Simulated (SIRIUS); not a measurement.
SIRIUS run on NbAs (I4_1md, 8 atoms in the cell; from Materials Project mp-2059, changed as shown): self-consistent single point.

Method: LDA (PW92), GBRV LDA ultrasoft pseudopotentials (plane waves; SIRIUS).

The change in words: lattice scaled by 1.02. Reference geometry (I4_1md):
```yaml
crystal:
  lattice:
    - [3.44297, 0.00000, 0.00000]
    - [0.00000, 3.44297, 0.00000]
    - [0.00000, 0.00000, 11.72975]
  atoms:
    - { symbol: Nb, position: [0.50000, 0.50000, 0.99972] }
    - { symbol: Nb, position: [0.50000, 0.00000, 0.24972] }
    - { symbol: Nb, position: [0.00000, 0.00000, 0.49972] }
    - { symbol: Nb, position: [0.00000, 0.50000, 0.74972] }
    - { symbol: As, position: [0.00000, 0.00000, 0.91728] }
    - { symbol: As, position: [0.00000, 0.50000, 0.16728] }
    - { symbol: As, position: [0.50000, 0.50000, 0.41728] }
    - { symbol: As, position: [0.50000, 0.00000, 0.66728] }
```

Reference input (self-consistent single point, DFT, LDA (PW92), plane waves, GBRV LDA ultrasoft pseudopotentials): parameters.ngridk = 6 6 2; parameters.xc_functionals = [XC_LDA_X, XC_LDA_C_PW]; parameters.gk_cutoff = 6.325 1/bohr; parameters.pw_cutoff = 14.143 1/bohr; parameters.smearing = fermi_dirac; parameters.smearing_width = 0.00367493 Ha; potentials = GBRV LDA ultrasoft pseudopotentials; parameters.electronic_structure_method = pseudopotential; parameters.num_bands = 43; parameters.num_mag_dims = 0; parameters.num_dft_iter = 100; parameters.energy_tol = 1e-07 Ha. This run's input differs from it in these lines:

```diff
@@ -32,7 +32,7 @@
     "lattice_vectors": [
-      [0.9999999348, 0.0, 0.0],
-      [0.0, 0.9999999348, 0.0],
-      [0.0, 0.0, 3.4068719882]
+      [1.0000000342, 0.0, 0.0],
+      [0.0, 1.0000000342, 0.0],
+      [0.0, 0.0, 3.4068726647]
     ],
-    "lattice_vectors_scale": 6.506267,
+    "lattice_vectors_scale": 6.636391,
     "atom_coordinate_units": "au",
@@ -45,12 +45,12 @@
       "Nb": [
-        [3.2531332879, 3.2531332879, 22.1598123045],
-        [3.2531332879, 0.0, 5.5352982122],
-        [0.0, 0.0, 11.0768029096],
-        [0.0, 3.2531332879, 16.6183076071]
+        [3.3181956135, 3.3181956135, 22.603008475],
+        [3.3181956135, 0.0, 5.6460041576],
+        [0.0, 0.0, 11.29833893],
+        [0.0, 3.3181956135, 16.9506737025]
       ],
       "As": [
-        [0.0, 0.0, 20.3324457155],
-        [0.0, 3.2531332879, 3.7079316232],
-        [3.2531332879, 3.2531332879, 9.2494363206],
-        [3.2531332879, 0.0, 14.790941018]
+        [0.0, 0.0, 20.7390945605],
+        [0.0, 3.3181956135, 3.782090243],
+        [3.3181956135, 3.3181956135, 9.4344250155],
+        [3.3181956135, 0.0, 15.086759788]
       ]
```

Log, with long lists cut:

```
[find] density tolerance         : 1e-06
[find] total energy tolerance    : 1e-07
[find] iter_solver_tol (initial) : 0.01
[find] iter_solver_tol (target)  : 1e-13
[find] num_dft_iter              : 100
Charges and magnetic moments
--------------------------------------------------------------------------------
total charge          : 72.000000
[find] | SCF iteration   0 out of 100|
[diagonalize] iterative solver tolerance (occupied, empty): 0.01 0.01
[diagonalize] average number of iterations: 1.9
[find] Charges and magnetic moments
[find] total charge          : 72.000000
[find] Energy
   [... lines left out ...]

[find] Charges and magnetic moments
[find] total charge          : 72.000000
[find] Energy
[find] smearing (-TS)                 :      -0.00354092
[find] Total energy                   :    -316.02613336 (Ha),    -632.05226671 (Ry)
[find] Free energy (E-TS)             :    -316.02967428 (Ha),    -632.05934855 (Ry)
[find] band gap (eV)                  :       0.01161153
[find] Efermi                         :       0.48290589
[find] iteration : 17, RMS (target) : 3.1692e-07 (1.0000e-06) , energy difference (target) : -2.1305e-08 (1.0000e-07)
[find] bands are converged : true
[find] iterative solver converged : true
[find] converged after 18 SCF iterations!
[find] Charges and magnetic moments
[find] total charge          : 72.000000
[find] Energy
[find] smearing (-TS)                 :      -0.00354092
[find] Total energy                   :    -316.02613336 (Ha),    -632.05226671 (Ry)
[find] Free energy (E-TS)             :    -316.02967428 (Ha),    -632.05934855 (Ry)
[find] band gap (eV)                  :       0.01161153
[find] Efermi                         :       0.48290589
[ground_state] === stress tensor components [kbar] ===
[ground_state] === stress_total ===
[ground_state]   136.405497    0.000000   -0.000000
[ground_state]     0.000000  136.405497   -0.000000
[ground_state]    -0.000000   -0.000000  125.960855
[ground_state] ==== total Forces in Ha/bohr =====
   [... lines left out ...]
[ground_state] atom:    3, force:       0.0000000      0.0000000      0.0000108
[ground_state] atom:    4, force:       0.0000000      0.0000000     -0.0000110
[ground_state] atom:    5, force:      -0.0000000     -0.0000000     -0.0000110
[ground_state] atom:    6, force:       0.0000000     -0.0000000     -0.0000110
[ground_state] atom:    7, force:      -0.0000000      0.0000000     -0.0000110
```

The run converged in 18 iterations. SIRIUS prints the stress tensor with tension positive. Against the reference run the free energy goes up by 60.7 meV/atom, the pressure goes from -4.69 to -13.29 GPa and the largest force goes from 0.022 to 0.001 eV/Å.

The structure comes from a collection of computed structures, made at another level of theory; the collection holds predicted forms beside known ones. Its lattice was then scaled. No clean gap shows at this smearing width and mesh (spacing up to 0.30 Å⁻¹); the mesh is coarse for partly filled bands, so the values carry mesh errors.

Cost on one core: about 80 core-seconds (a rough figure).
